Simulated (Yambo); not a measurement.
Yambo input for SiO2 (space group P6_222, No. 180) (a = b = 5.0611 Å, c = 5.5405 Å, α = β = 90.00°, γ = 120.00°), on LDA (pw.x of Quantum ESPRESSO, ONCV potentials, scalar-relativistic) wavefunctions on a 6×6×4 mesh:

```
optics
chi
dipoles
kernel
FFTGvecs= 40 Ry
Chimod= "HARTREE"
NGsBlkXd= 3 Ry
% QpntsRXd
 1 | 1 |
%
% BndsRnXd
 1 | 95 |
%
GrFnTpXd= "R"
% EnRngeXd
 0.0 | 20.0 | eV
%
% DmRngeXd
 0.2 | 0.2 | eV
%
CGrdSpXd= 50
ETStpsXd= 161
% LongDrXd
 1.0 | 0.0 | 0.0 |
%
```

First lines of the file o-*.eps_q1_inv_rpa_dyson:

```
Absorption @ Q(1):   1.00000000     0.00000000     0.00000000    [q->0 direction]
#
# [ X ] Hartree size     :   83
# [GEN] GF Energies     : Slater exchange(X)+Perdew & Wang(C)
# [GEN] Green`s Function     : Retarded
#
# [GEN] Gauge     : Length
# [GEN] [r,Vnl] included     : yes
#
#    E[1] [eV]     Im(eps)     Re(eps)     Im(eps_o)     Re(eps_o)
#
     0.000000     -0.31682E-15     2.303581     -0.61149E-18     2.460751
     0.125000     0.430343E-3     2.303715     0.492290E-3     2.460905
     0.250000     0.861428E-3     2.304118     0.985418E-3     2.461366
     0.375000     0.001294     2.304791     0.001480     2.462135
     0.500000     0.001729     2.305734     0.001978     2.463214
     0.625000     0.002167     2.306949     0.002478     2.464604
     0.750000     0.002608     2.308439     0.002983     2.466308
     0.875000     0.003054     2.310205     0.003494     2.468329
     1.000000     0.003506     2.312252     0.004010     2.470670
     1.125000     0.003964     2.314583     0.004533     2.473335
     1.250000     0.004429     2.317201     0.005065     2.476330
     1.375000     0.004902     2.320112     0.005605     2.479658
     1.500000     0.005384     2.323320     0.006156     2.483327
     1.625000     0.005876     2.326833     0.006718     2.487344
     1.750000     0.006380     2.330656     0.007293     2.491714
     1.875000     0.006895     2.334797     0.007882     2.496448
     2.000000     0.007425     2.339264     0.008486     2.501553
     2.125000     0.007969     2.344065     0.009106     2.507041
     2.250000     0.008529     2.349211     0.009745     2.512921
     2.375000     0.009107     2.354711     0.010404     2.519205
     2.500000     0.009705     2.360578     0.011085     2.525908
     2.625000     0.010324     2.366824     0.011790     2.533042
     2.750000     0.010966     2.373463     0.012521     2.540623
     2.875000     0.011633     2.380510     0.013280     2.548668
     3.000000     0.012329     2.387981     0.014071     2.557197
     3.125000     0.013054     2.395894     0.014895     2.566228
     3.250000     0.013812     2.404270     0.015756     2.575783
     3.375000     0.014607     2.413128     0.016658     2.585888
     3.500000     0.015441     2.422494     0.017604     2.596567
     3.625000     0.016320     2.432393     0.018598     2.607850
     3.750000     0.017246     2.442852     0.019647     2.619769
     3.875000     0.018225     2.453904     0.020754     2.632358
     4.000000     0.019263     2.465583     0.021926     2.645655
```
(The file goes on to the top of the energy range.) Convergence of the RPA response with its 6×6×4 mesh was not tested.

Geometry of the Materials Project entry, not relaxed at this level.

This is not the ordinary phase of the substance.
